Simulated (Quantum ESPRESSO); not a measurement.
# Mg2ZnCaO4: input and log of a self-consistent run

Computed values, not a measurement. The program is pw.x of Quantum ESPRESSO 7.5 (plane-wave density functional theory). The cell is made up: 8 atoms on a rocksalt lattice, with randomly drawn elements, strain and displacements, not relaxed. PseudoDojo standard norm-conserving files (v0.5 for PBE, v0.4.1 for LDA and PBEsol) set the functional; there is no spin polarisation, spin-orbit coupling or dispersion term, and the masses in the input are unused placeholders.

Input:

```
&control calculation='scf', pseudo_dir='./dojo.nc.sr.pbe.v0_5.standard.upf', outdir='./o', disk_io='medium', tprnfor=.true., tstress=.true. /
&system ibrav=0, nat=8, ntyp=4, nbnd=43, ecutwfc=84.00895049, nosym=.true., tot_charge=0,
 occupations='smearing', smearing='fd', degauss=0.0018374661
/
&electrons conv_thr=7.350e-09, electron_maxstep=60, /
ATOMIC_SPECIES
Ca 1.0 Ca.upf
Mg 1.0 Mg.upf
O 1.0 O.upf
Zn 1.0 Zn.upf
CELL_PARAMETERS angstrom
4.5014 -0.0669 0.0104
-0.0668 4.4998 -0.0133
0.0106 -0.0134 4.4612
ATOMIC_POSITIONS angstrom
Mg 0.1502 -0.0055 -0.009
Zn -0.0836 2.1609 2.2316
Mg 2.2265 -0.169 2.1858
Ca 2.1706 2.2621 -0.0923
O 2.1558 -0.0861 -0.0903
O 2.3187 2.137 2.2095
O 4.3957 -0.2005 2.1536
O 4.4883 2.2939 0.0128
K_POINTS automatic
4 4 4 1 1 1
```

The log is shortened where brackets say so; the opening notice, blank lines, dates and the lines on written files are dropped, and the path of the files is cut. It prints rydbergs, bohrs and kilobars, and counts compression as positive stress.

```
     Program PWSCF v.7.5
     Parallel version (MPI & OpenMP), running on       1 processor cores
     Number of MPI processes:                 1
     Threads/MPI process:                     1
     [start-up lines left out]
     bravais-lattice index     =            0
     lattice parameter (alat)  =       8.5074  a.u.
     unit-cell volume          =     609.6592 (a.u.)^3
     number of atoms/cell      =            8
     number of atomic types    =            4
     number of electrons       =        74.00
     number of Kohn-Sham states=           43
     kinetic-energy cutoff     =      84.0090  Ry
     charge density cutoff     =     336.0358  Ry
     scf convergence threshold =      7.3E-09
     mixing beta               =       0.7000
     number of iterations used =            8  plain     mixing
     Exchange-correlation= PBE
                           (   1   4   3   4   0   0   0)
     [axes and pseudopotential details left out]
   Cartesian axes
     site n.     atom                  positions (alat units)
         1        Mg     tau(   1) = (   0.0333636  -0.0012217  -0.0019992  )
         2        Zn     tau(   2) = (  -0.0185699   0.4799964   0.4957008  )
         3        Mg     tau(   3) = (   0.4945680  -0.0375396   0.4855273  )
         4        Ca     tau(   4) = (   0.4821510   0.5024757  -0.0205024  )
         5        O      tau(   5) = (   0.4788635  -0.0191252  -0.0200582  )
         6        O      tau(   6) = (   0.5150482   0.4746875   0.4907918  )
         7        O      tau(   7) = (   0.9764080  -0.0445367   0.4783748  )
         8        O      tau(   8) = (   0.9969770   0.5095394   0.0028432  )
     number of k points=    32  Fermi-Dirac smearing, width (Ry)=  0.0018
                       cart. coord. in units 2pi/alat
        k(    1) = (   0.1266146   0.1273113   0.1262222), wk =   0.0625000
        k(    2) = (   0.1260427   0.1280485   0.3785071), wk =   0.0625000
     [further k points left out]
     Dense  grid:    63393 G-vectors     FFT dimensions: (  50,  50,  50)
     Estimated max dynamical RAM per process >      85.62 MB
     Initial potential from superposition of free atoms
     starting charge      73.9933, renormalised to      74.0000
     Starting wfcs are   41 randomized atomic wfcs +    2 random wfcs
     total cpu time spent up to now is        6.4 secs
     per-process dynamical memory:    48.8 Mb
     Self-consistent Calculation
     iteration #  1     ecut=    84.01 Ry     beta= 0.70
     Davidson diagonalization with overlap
     ethr =  1.00E-02,  avg # of iterations =  6.5
     total cpu time spent up to now is       20.5 secs
     total energy              =    -865.12933512 Ry
     estimated scf accuracy    <       1.97176180 Ry
     iteration #  2     ecut=    84.01 Ry     beta= 0.70
     Davidson diagonalization with overlap
     ethr =  2.66E-03,  avg # of iterations =  3.9
     total cpu time spent up to now is       33.5 secs
     total energy              =    -865.50459032 Ry
     estimated scf accuracy    <       2.91011767 Ry
     iteration #  3     ecut=    84.01 Ry     beta= 0.70
     Davidson diagonalization with overlap
     ethr =  2.66E-03,  avg # of iterations =  3.0
     total cpu time spent up to now is       45.8 secs
     total energy              =    -866.05422887 Ry
     estimated scf accuracy    <       0.02353948 Ry
     iteration #  4     ecut=    84.01 Ry     beta= 0.70
     Davidson diagonalization with overlap
     ethr =  3.18E-05,  avg # of iterations =  7.1
     total cpu time spent up to now is       63.7 secs
     total energy              =    -866.06578314 Ry
     estimated scf accuracy    <       0.03449012 Ry
     iteration #  5     ecut=    84.01 Ry     beta= 0.70
     Davidson diagonalization with overlap
     ethr =  3.18E-05,  avg # of iterations =  2.1
     total cpu time spent up to now is       74.1 secs
     total energy              =    -866.07052430 Ry
     estimated scf accuracy    <       0.00322655 Ry
     [iterations 6 to 7 left out]
     iteration #  8     ecut=    84.01 Ry     beta= 0.70
     Davidson diagonalization with overlap
     ethr =  5.52E-08,  avg # of iterations =  2.0
     total cpu time spent up to now is      116.0 secs
     total energy              =    -866.07116264 Ry
     estimated scf accuracy    <       0.00000729 Ry
     iteration #  9     ecut=    84.01 Ry     beta= 0.70
     Davidson diagonalization with overlap
     ethr =  9.86E-09,  avg # of iterations =  2.8
     total cpu time spent up to now is      127.0 secs
     total energy              =    -866.07116403 Ry
     estimated scf accuracy    <       0.00000017 Ry
     iteration # 10     ecut=    84.01 Ry     beta= 0.70
     Davidson diagonalization with overlap
     ethr =  2.23E-10,  avg # of iterations =  4.8
     total cpu time spent up to now is      138.9 secs
     total energy              =    -866.07116412 Ry
     estimated scf accuracy    <       0.00000018 Ry
     iteration # 11     ecut=    84.01 Ry     beta= 0.70
     Davidson diagonalization with overlap
     ethr =  2.23E-10,  avg # of iterations =  2.0
     total cpu time spent up to now is      148.4 secs
     total energy              =    -866.07116412 Ry
     estimated scf accuracy    <       0.00000005 Ry
     iteration # 12     ecut=    84.01 Ry     beta= 0.70
     Davidson diagonalization with overlap
     ethr =  6.60E-11,  avg # of iterations =  3.0
     total cpu time spent up to now is      158.6 secs
     End of self-consistent calculation
     [lines on levels left out]
!    total energy              =    -866.07116413 Ry
     estimated scf accuracy    <          7.1E-10 Ry
     smearing contrib. (-TS)   =      -0.00000000 Ry
     internal energy E=F+TS    =    -866.07116413 Ry
     The total energy is F=E-TS. E is the sum of the following terms:
     one-electron contribution =    -508.75406785 Ry
     hartree contribution      =     279.49318664 Ry
     xc contribution           =    -125.42767960 Ry
     ewald contribution        =    -511.38260332 Ry
     convergence has been achieved in  12 iterations
     Forces acting on atoms (cartesian axes, Ry/au):
     atom    1 type  2   force =    -0.04457575   -0.00890464   -0.00144582
     atom    2 type  4   force =    -0.00721318    0.00586341   -0.00921640
     atom    3 type  2   force =     0.01474292    0.01792372   -0.00070638
     atom    4 type  1   force =     0.03890593   -0.04581646    0.03350351
     atom    5 type  3   force =     0.00747788    0.03950690    0.00602636
     atom    6 type  3   force =    -0.02025493   -0.00395722   -0.02725446
     atom    7 type  3   force =     0.02832201    0.02672992    0.00962879
     atom    8 type  3   force =    -0.01740488   -0.03134563   -0.01053560
     Total force =     0.115506     Total SCF correction =     0.000112
     Computing stress (Cartesian axis) and pressure
          total   stress  (Ry/bohr**3)                   (kbar)     P=       -8.79
   0.00001537   0.00017824  -0.00005509            2.26       26.22       -8.10
   0.00017824  -0.00008468   0.00004369           26.22      -12.46        6.43
  -0.00005509   0.00004369  -0.00010992           -8.10        6.43      -16.17
     init_run     :      4.33s CPU      6.26s WALL (       1 calls)
     electrons    :    138.32s CPU    152.18s WALL (       1 calls)
     forces       :      1.82s CPU      1.84s WALL (       1 calls)
     stress       :      6.24s CPU      6.30s WALL (       1 calls)
     [timing details left out]
     PWSCF        :   2m30.87s CPU   2m47.02s WALL
     JOB DONE.
```

In other units: free energy -11783.498 eV for the cell, pressure -0.88 GPa, largest force component 1.178 eV/Å. A rerun of the same cell at another strain at 1437 eV and a 6 x 6 x 6 mesh moved values by no more than 0.002 eV in energy, 0.04 GPa in stress and 0.009 eV/Å in force.